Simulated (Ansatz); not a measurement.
# Ti₃W₂ (R-3m)

Computed with DFT PBE, scalar-relativistic, plane waves, PAW (Ansatz).

Settings: cutoff 420 eV, Γ-centred mesh 12×12×12 on the computed 5-atom cell, Gaussian smearing of 0.10 eV; no spin polarisation.

The structure is relaxed at this level of theory with its symmetry kept, and needn't be the ground state of this composition.

Space group R-3m (No. 166), trigonal, a = 4.545 Å, c = 13.692 Å. Around Ti on a site of symmetry 3m lie 4 W at 2.72–2.80 Å, 4 Ti at 2.76–2.82 Å, 3 Ti at 3.15 Å and 3 W at 3.21 Å; Ti on a site of symmetry -3m is surrounded by 2 W at 2.71 Å, 6 Ti at 2.76 Å and 6 W at 3.21 Å; W has 5 Ti at 2.71–2.80 Å, 3 W at 2.76 Å and 6 Ti at 3.21 Å.

- Volume per atom: 16.33 Å³
- Formation energy from the elements' standard states (uncorrected): -0.006 eV/atom
- Kohn–Sham band gap: none (metal)
- Density of states at the Fermi level: 5.5 states/eV per cell
- Orbital (Löwdin) character within 0.5 eV of the Fermi level: Ti 3d 65 %, W 5d 22 %, unprojected 6 %
- Bader charge by site (e): Ti (2 in the cell) 0.90, Ti (1 in the cell) 0.84, W (2 in the cell) -1.32

Spin-orbit coupling is left out, which matters for the bands of heavy elements. Spin polarisation was left out, and a magnetic state may lie lower.

The cell was found from a structure generator's guess, not taken from experiment. Löwdin shares on free-atom orbitals overweight diffuse shells.
